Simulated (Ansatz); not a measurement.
Given:

Relaxed Sc₂Si₂O₇ (space group C2/m):

```yaml
crystal:
  lattice:
    - [3.20902, -4.19740, 0.00000]
    - [3.20902, 4.19740, 0.00000]
    - [-1.01020, 0.00000, 4.54726]
  atoms:
    - { symbol: Sc, position: [0.30900, 0.69100, 0.00000] }
    - { symbol: Sc, position: [0.69100, 0.30900, 0.00000] }
    - { symbol: Si, position: [0.22713, 0.22713, 0.40824] }
    - { symbol: Si, position: [0.77287, 0.77287, 0.59176] }
    - { symbol: O, position: [0.92210, 0.60321, 0.78741] }
    - { symbol: O, position: [0.07790, 0.39679, 0.21259] }
    - { symbol: O, position: [0.39679, 0.07790, 0.21259] }
    - { symbol: O, position: [0.60321, 0.92210, 0.78741] }
    - { symbol: O, position: [0.00000, 0.00000, 0.50000] }
    - { symbol: O, position: [0.60225, 0.60225, 0.27786] }
    - { symbol: O, position: [0.39775, 0.39775, 0.72214] }
```

The atoms are displaced by Q × the pattern below (from a DFPT mode at Γ, largest move 1; Q in Å), at fixed cell.

```tsv
atom	x	y	z
Sc1	0.002	0.000	0.013
Sc2	0.002	0.000	0.013
Si3	-0.197	0.000	-0.671
Si4	-0.197	0.000	-0.671
O5	-0.106	-0.249	0.158
O6	-0.106	-0.249	0.158
O7	-0.106	0.249	0.158
O8	-0.106	0.249	0.158
O9	0.107	0.000	-0.083
O10	0.499	0.000	0.867
O11	0.499	0.000	0.867
```

Method: LDA (plane waves to 420 eV, PAW, scalar-relativistic; Ansatz, an electronic-structure program). k mesh 6×6×6 (Γ-centred), Fermi-Dirac smearing 0.05 eV. E stands for the smeared free energy. Sc2Si2O7 is run without spin polarisation. Sc2Si2O7 was relaxed with its symmetry unable to fall. ΔE is measured from the undisplaced structure.

The scan covers Q from -0.100 to 0.100 Å in 13 points.

**Question.** Which space group does the distorted structure have?

**Answer.** Cm (No. 8), lowered from C2/m.

**Question.** Is the energy the same for equal positive and negative displacements?

**Answer.** Even: the same for both signs.

**Question.** What is the energy change at Q = 0.100 Å?

**Answer.** 1027 meV/cell.

**Question.** What harmonic wavenumber does the curvature at Q = 0 give?

**Answer.** 890 cm⁻¹.

(A displaced cell: forces are minus the slopes of the energy, force constants its curvatures, and phonons follow from these.)
